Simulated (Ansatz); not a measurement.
Relaxed candidate structures of TiBe$_{2}$:

A. Fd-3m, origin choice 1 (No. 227), cF24, cubic Laves (MgCu2 type); a = 6.371 Å, b = 6.371 Å, c = 6.371 Å, α = 90.00°, β = 90.00°, γ = 90.00°; Ti 8a (0.000, 0.000, 0.000); Be 16d (0.625, 0.625, 0.625)

B. Fddd, origin choice 1 (No. 70), oF24; a = 4.5880 Å, b = 6.9086 Å, c = 8.7554 Å, α = β = γ = 90.00°; Be 16f (0.000, 0.346, 0.000); Ti 8a (0.000, 0.000, 0.000)

### Question
Rank these by energy per atom (lowest first), as PBEsol (plane waves to 420 eV, PAW, scalar-relativistic; Ansatz, a quantum-chemistry and plane-wave program) gives it.

### Answer
A (reference, the lowest among the structures calculated here), B (+0.42 eV/atom)

Each run could gain symmetry but not lose that of its start, so entries can be saddle points. From databases, or of a type measured for this composition: Fd-3m, cF24, cubic Laves (MgCu2 type); the others are generated cells (placed on structure types, drawn at random, substituted or restacked) that were not matched to a known phase here. Energies are at zero temperature and pressure, without zero-point motion. Each cell has its own k-point mesh; energy differences are given only to the digits this allows. No spin polarisation in the result. A magnetic state may lie lower.
